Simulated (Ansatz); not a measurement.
## Two-dimensional strain map in Ag

These are results of DFT r2SCAN, scalar-relativistic, plane waves, PAW (Ansatz 0.2.0), not measurements. The runs took a 500 eV cutoff, a Γ-centred 20×20×20 mesh and Gaussian smearing (0.15 eV). No spin polarisation. Energies are free energies at this smearing, counted from the undisturbed cell; pressure is positive in compression.

The undisturbed cell (as given, not relaxed at this level; it stands at -3.6 GPa; this bcc form isn't the usual structure):

```xyz
1
Lattice="-1.6557 1.6557 1.6557 1.6557 -1.6557 1.6557 1.6557 1.6557 -1.6557" Properties=species:S:1:pos:R:3 pbc="T T T"
Ag    0.0000    0.0000    0.0000
```

The cell is strained by p along both x and y and by q along z, fractional coordinates fixed. Points are written (p, q).

Energy above the undisturbed cell in meV/atom (a dash: not computed):

| p \ q | -0.050 | -0.025 | 0.000 | 0.025 | 0.050 |
| --- | --- | --- | --- | --- | --- |
| -0.050 | 72.0 | 37.3 | 12.1 | -4.3 | -13.7 |
| -0.025 | 13.2 | -1.0 | -8.2 | -8.8 | -3.6 |
| 0.000 | -9.8 | -7.7 | 0.0 | 12.3 | 29.1 |
| 0.025 | -3.6 | 10.6 | 30.2 | 53.4 | 79.3 |
| 0.050 | 25.4 | 49.3 | 77.6 | 109.3 | 142.9 |

Pressure in GPa:

```csv
p \ q,-0.050,-0.025,0.000,0.025,0.050
-0.050,15.5,11.1,7.3,4.0,1.2
-0.025,7.3,3.9,1.1,-1.4,-3.5
0.000,1.1,-1.4,-3.6,-5.4,-6.9
0.025,-3.5,-5.4,-6.9,-8.3,-9.4
0.050,-6.8,-8.2,-9.4,-10.3,-11.0
```